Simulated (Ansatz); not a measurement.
Input:

PRu:
```yaml
crystal:
  lattice:
    - [2.94686, 0.00000, 0.00000]
    - [0.00000, 2.94686, 0.00000]
    - [0.00000, 0.00000, 2.94686]
  atoms:
    - { symbol: Ru, position: [0.00000, 0.00000, 0.00000] }
    - { symbol: P, position: [0.50000, 0.50000, 0.50000] }
```

This is the PBE-relaxed structure.

Question: All from plane-wave PAW PBE (Ansatz code), unless another level is named. Estimate the density of states at the Fermi level.

Answer: 0.89 states/eV per atom (mean over ±0.08 eV).

Question: What about the formation energy from the elements (no fitted shifts)?

Answer: -222 meV/atom.

Question: Next, the gap with spin–orbit coupling?

Answer: none (metallic).

Space group Pm-3m (CsCl type). A made-up cell: these elements were put on the sites of a structure type; neither database checked (COD, Materials Project) lists it. Its standing as an ambient phase is unchecked. The PBE relaxation kept the symmetry of its start; whether a distortion lowers the energy is not shown. No spin polarisation was allowed. The references are the lowest solids computed at this level, not always the standard phases. Scalar-relativistic: spin–orbit coupling is off unless named, which matters more the heavier the elements.

Potentials: the earlier of the program's two PAW sets.
